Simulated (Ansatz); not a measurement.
## 4 guesses for YZr2O2 and where they end

The calculation used DFT PBE, scalar-relativistic, plane waves, PAW (Ansatz). Settings: cutoff 420 eV, Γ-centred meshes spaced at most about 0.3 Å⁻¹, and about 0.25 Å⁻¹ or finer for metals (2π included), Gaussian smearing. No spin polarisation in the final relaxations.

Each guess was relaxed in cell and atoms at zero pressure, within the symmetry of its start. These are static total energies at zero pressure. Coordination counts O atoms around Y and Zr (those within 1.25 times the shortest such distance or 1.15 times the sum of covalent radii; the shortest distance is added where it is long for a bond).

```json
{"guess": "1", "made from": "YSi2Ir2 type", "start group": "I4/mmm", "V start (Å³/atom)": "14.9", "end group": "I4/mmm", "V end (Å³/atom)": "20.6", "coordination at the end": "Y 2, Zr 4", "gap on mesh (eV)": "0", "E over the lowest end (meV/atom)": "358"}
{"guess": "2", "made from": "random cell", "start group": "P6mm", "V start (Å³/atom)": "16.1", "end group": "?", "V end (Å³/atom)": "?", "coordination at the end": "?", "gap on mesh (eV)": "?", "E over the lowest end (meV/atom)": "?"}
{"guess": "3", "made from": "Mn2ZnAs2 type", "start group": "P-3m1", "V start (Å³/atom)": "16.4", "end group": "P-3m1", "V end (Å³/atom)": "15.3", "coordination at the end": "Y 6, Zr 3", "gap on mesh (eV)": "0", "E over the lowest end (meV/atom)": "0"}
{"guess": "4", "made from": "CeMg2Si2 type", "start group": "P4/mmm", "V start (Å³/atom)": "16.7", "end group": "P4/mmm", "V end (Å³/atom)": "17.3", "coordination at the end": "Y 8 from 3.2 Å, Zr 4", "gap on mesh (eV)": "0", "E over the lowest end (meV/atom)": "846"}
```

Guess 2 as it starts:

```cif
data_structure
_symmetry_space_group_name_H-M 'P6mm'
_symmetry_Int_Tables_number 183
_cell_length_a 4.0600
_cell_length_b 4.0600
_cell_length_c 5.6216
_cell_angle_alpha 90.000
_cell_angle_beta 90.000
_cell_angle_gamma 120.000
_cell_volume 80.25
loop_
_atom_site_label
_atom_site_type_symbol
_atom_site_symmetry_multiplicity
_atom_site_Wyckoff_symbol
_atom_site_fract_x
_atom_site_fract_y
_atom_site_fract_z
_atom_site_occupancy
Y1 Y 1 a 0.00000 0.00000 0.02855 1
Zr1 Zr 2 b 0.33333 0.66667 0.53975 1
O1 O 2 b 0.33333 0.66667 0.05981 1
```

Question: Fill in the missing row: what does this guess relax into, and where does it rank?

Answer: It ends in space group P6/mmm (No. 191), with a = 5.059 Å, c = 4.097 Å, 18.2 Å³/atom and no gap. It lies 0.44 eV/atom over the lowest end, above guess 1 and below guess 4. Counting O atoms around Y and Zr, this end has Y 6, Zr 2 and the lowest (guess 3) has Y 6, Zr 3.

```
Y Zr O
1.0
     5.05915    0.00000    0.00000
    -2.52958    4.38135    0.00000
     0.00000    0.00000    4.09749
Y Zr O
1 2 2
Direct
  0.00000 0.00000 0.00000
  0.33333 0.66667 0.50000
  0.66667 0.33333 0.50000
  0.33333 0.66667 0.00000
  0.66667 0.33333 0.00000
```

The zero of energy is the elements' standard structures at the same level (O₂ as a molecule); no fitted shifts are applied.

Question: Is the lowest end bound against the elements?

Answer: Yes: its formation energy is −2.12 eV/atom. It lies below the elements, which doesn't yet make it stable against other compounds or structures.

In P-3m1, I4/mmm, P6/mmm, P4/mmm an odd number of electrons in the primitive cell allows no gap without spin; a larger cell or a magnetic state could open one. Cells relaxed within their symmetry can be saddle points. A lower structure may well exist outside this small set. Some candidate types were left out of the draw beforehand, so a known form may be missing.
